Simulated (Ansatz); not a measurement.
CeO₂ (fluorite)

```
CELL_PARAMETERS angstrom
      0.00000     2.69928     2.69928
      2.69928     0.00000     2.69928
      2.69928     2.69928     0.00000
ATOMIC_POSITIONS crystal
  Ce 0.00000 0.00000 0.00000
  O  0.25000 0.25000 0.25000
  O  0.75000 0.75000 0.75000
```

This relaxed cell (volume V₀) is scaled evenly in all directions, its shape held. Symmetry pins the atoms to their sites.

Computed with PBEsol (plane waves to 420 eV, PAW, scalar-relativistic; Ansatz, a quantum-chemistry and plane-wave program). k mesh 11×11×11 (Γ-centred), Fermi-Dirac smearing 0.05 eV. The energy includes the smearing's −TS. Compression counts positive. CeO2 is run without spin polarisation. CeO2 was relaxed with its symmetry unable to fall. The PAW data are Ansatz's earlier set. The f-shell state is unchecked: a lower one may exist. ΔE is measured from the relaxed starting cell.

| V (Å³/atom) | ΔE (meV/atom) |
|---|---|
| 11.014 | 274.4 |
| 11.363 | 180.3 |
| 11.713 | withheld |
| 12.063 | 58.4 |
| 12.412 | 24.6 |
| 12.762 | 5.9 |
| 13.112 | 0.0 |
| 13.461 | 5.3 |
| 13.811 | 20.3 |
| 14.160 | 43.6 |
| 14.510 | 74.1 |
| 14.860 | 110.8 |
| 15.209 | 152.9 |

### Question
Fit a third-order Birch-Murnaghan form (E₀, V₀, B₀, B₀′ free) to the given rows and predict ΔE at V = 11.713.

### Answer
Least squares on the 12 given rows: ΔE = E₀ + (9V₀B₀/16)·y²·[2 + (B₀′ − 4)y], y = (V₀/V)^(2/3) − 1, with V₀ = 13.112 Å³/atom, B₀ = 191.1 GPa (160.2 GPa = 1 eV/Å³; the term in eV is multiplied by 1000), B₀′ = 4.43, E₀ = 0.06 meV/atom; root-mean-square residual 0.06 meV/atom. At 11.713 the fit gives 109.2 meV/atom; the calculation gives 109.4 meV/atom, so the interpolation is off by -0.2 (-0.2 %). For the pressure the fit gives 27.7 GPa against the computed 27.7 GPa.

(A scan under strain: stresses follow from slopes of the energy per volume, elastic moduli from its curvatures.)
